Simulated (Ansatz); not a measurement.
**Checking a converged run of NiO**

The cell (4 atoms) is NiO as a measured crystal structure (space group Fm-3m, primitive cell doubled). Source: COD entry 4320496; the sample's temperature and pressure aren't taken into account, and it need not be the stable phase.

Method: DFT, PBE+U, PAW, plane waves, scalar-relativistic (Ansatz development build ahead of 0.2.0).

```yaml
crystal:
  lattice:
    - [-2.09695, -4.1939, -2.09695]
    - [-2.09695, 0.0, -2.09695]
    - [2.09695, 0.0, -2.09695]
  atoms:
    - { symbol: Ni, position: [0.0, 0.0, 0.0], spin: 2.0 }
    - { symbol: Ni, position: [0.5, 0.0, 0.5], spin: 2.0 }
    - { symbol: O, position: [0.0, 0.5, 0.5] }
    - { symbol: O, position: [0.5, 0.5, 0.0] }
  symmetry: { detect: false, time_reversal: true }
magnetization:
  spin_polarized: true
hamiltonian:
  xc: pbe
  pseudopotentials: { kind: paw }
  hubbard:
    sites:
      - { site: 0, l: d, u_eff: 2.9, starting_ns: [{ spin: up, occupation_matrix: s0up }, { spin: down, occupation_matrix: s0down }] }
      - { site: 1, l: d, u_eff: 2.9, starting_ns: [{ spin: up, occupation_matrix: s1up }, { spin: down, occupation_matrix: s1down }] }
    occupation_matrices:
      s0up:
        matrix:
          - [0.999999, 0.0, 0.0, 0.0, 0.0]
          - [0.0, 0.999999, 0.0, 0.0, 0.0]
          - [0.0, 0.0, 0.999999, 0.0, 0.0]
          - [0.0, 0.0, 0.0, 0.999999, 0.0]
          - [0.0, 0.0, 0.0, 0.0, 0.999999]
      s0down:
        matrix:
          - [1.0e-06, 0.0, 0.0, 0.0, 0.0]
          - [0.0, 1.0e-06, 0.0, 0.0, 0.0]
          - [0.0, 0.0, 0.999999, 0.0, 0.0]
          - [0.0, 0.0, 0.0, 0.999999, 0.0]
          - [0.0, 0.0, 0.0, 0.0, 0.999999]
      s1up:
        matrix:
          - [0.999999, 0.0, 0.0, 0.0, 0.0]
          - [0.0, 0.999999, 0.0, 0.0, 0.0]
          - [0.0, 0.0, 0.999999, 0.0, 0.0]
          - [0.0, 0.0, 0.0, 0.999999, 0.0]
          - [0.0, 0.0, 0.0, 0.0, 0.999999]
      s1down:
        matrix:
          - [1.0e-06, 0.0, 0.0, 0.0, 0.0]
          - [0.0, 0.999999, 0.0, 0.0, 0.0]
          - [0.0, 0.0, 0.999999, 0.0, 0.0]
          - [0.0, 0.0, 0.0, 1.0e-06, 0.0]
          - [0.0, 0.0, 0.0, 0.0, 0.999999]
basis:
  ecutwfc: 420
kpoints:
  mp_grid: { grid: [5, 8, 7] }
scf:
  occupations: { method: fermi_dirac, width: 0.03 }
  lower_state_search: "off"
  max_iter: 200
output:
  forces: true
  stress: true
```

Time: 40 s on 2 threads of Arm Neoverse V1, on a shared host, peak memory 0.63 GiB.

The end of the output:

```
SCF converged after 22 iterations
Magnetization: 4.0000 μB (26.0000 up, 22.0000 down)
Absolute magnetization: 4.0177 μB (∫|ρ↑−ρ↓|, with the PAW one-centre terms)
Spin contamination: 0.0033 ħ² per cell (⟨S²⟩ above its minimum at these occupations)
Per-site moments (μB) at R_I (Å): [(1.6548, 0.8649), (1.6548, 0.8649), (0.2775, 0.8649), (0.2775, 0.8649)]
Free energy (F): -12810.299534 eV
Harris-Foulkes:  -12810.299534 eV  (|F-HF|=2.29e-8)
Internal energy: -12810.299534 eV  (E = F + TS)
E sigma→0 (E₀):  -12810.299534 eV
Entropy (-TS):   -0.000000 eV (-0.000 meV/atom)
Fermi energy:    14.185416 eV
--- Specified on-site occupations, and those of the state reported ---
  electrons in the specified blocks: 16.0000 specified, 16.6402 found
  site 0 (l=d) ↓: largest change of an orbital's occupation 0.9956; electrons 3.0000 specified, 3.3313 found; spectral distance 0.2438
  site 1 (l=d) ↓: largest change of an orbital's occupation 0.1723; electrons 3.0000 specified, 3.3313 found; spectral distance 0.2438
  site 1 (l=d) ↑: largest change of an orbital's occupation 0.0031; electrons 5.0000 specified, 4.9888 found; spectral distance 0.0053
  site 0 (l=d) ↑: largest change of an orbital's occupation 0.0031; electrons 5.0000 specified, 4.9888 found; spectral distance 0.0053
--- Forces (eV/Å), atoms counted from 1 ---
  atom   1  Ni    -0.00000003     0.00000002     0.00000001
  atom   2  Ni    -0.00000000     0.00000000     0.00000002
  atom   3  O      0.00000000     0.00000000    -0.00000000
  atom   4  O      0.00000000    -0.00000000    -0.00000000
--- Stress (GPa, compression-positive) ---
        7.749030      -0.000048       0.000453
       -0.000002       7.749466      -0.000025
       -0.000225      -0.000026       7.749075
  P = ⅓ Tr σ = 7.7492 GPa (77.492 kbar)
```

The mesh has less symmetry than the lattice, which lowers the symmetry of the run.

A static U favours moments and orbital order; the result depends on U and need not be the measured state.

Site moments are taken inside atomic spheres and don't add up to the total.

Eigenvalues of the Hubbard occupation matrices: Ni1 up 1.00 1.00 1.00 1.00 1.00, down 0.17 0.17 1.00 1.00 1.00; Ni2 up 1.00 1.00 1.00 1.00 1.00, down 0.17 0.17 1.00 1.00 1.00.

Question: The run converged. Is this the lowest state of the cell, and if not, what lies lower and how is it reached?

Answer: None of the other runs went lower. It is the lowest of 4 states reached by 15 converged runs, and the next lies 9.7 meV/atom higher (antiferromagnetic, site moments Ni1 1.66, Ni2 -1.66 μB, total 0.00 μB per cell, a gap of 0.82 eV on the k-mesh). The typed fillings weren't kept. That doesn't prove a ground state. This multiple of the primitive cell fits some opposed orders; other multiples fit others. Only collinear orders within this cell were tried; the true ground state may need a larger cell.
